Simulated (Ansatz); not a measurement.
AlP:
```
CELL_PARAMETERS angstrom
      0.00000     2.73522     2.73522
      2.73522     0.00000     2.73522
      2.73522     2.73522     0.00000
ATOMIC_POSITIONS crystal
  P  0.75000 0.75000 0.75000
  Al 0.00000 0.00000 0.00000
```

Relaxed with PBEsol. Special points in fractions of this cell's reciprocal vectors: Γ (0.000, 0.000, 0.000); X (0.500, 0.000, 0.500); U (0.625, 0.250, 0.625); K (0.375, 0.375, 0.750); L (0.500, 0.500, 0.500); W (0.500, 0.250, 0.750).

Q: List the band energies nearest the valence-band maximum at these points for PBEsol in the plane-wave PAW code Ansatz.

A: In eV from the valence-band maximum; about four levels below and three above (degenerate sets whole), none deeper than 8.9 eV; points with the same levels are listed once.

```csv
k,below,above
Γ,0.00 0.00 0.00,3.15 4.50 4.50 4.50
X,-5.32 -2.11 -2.11,1.45 2.37 10.93 10.93
U,-5.03 -3.45 -1.74,2.32 5.02 8.37
L,-5.55 -0.76 -0.76,2.71 4.74 4.74
W,-4.92 -3.20 -2.84,4.21 5.87 6.03
```

Space group F-43m (zinc blende). The cell was relaxed with PBEsol under the symmetry of its start.

Potentials: the later of the program's two PAW sets.
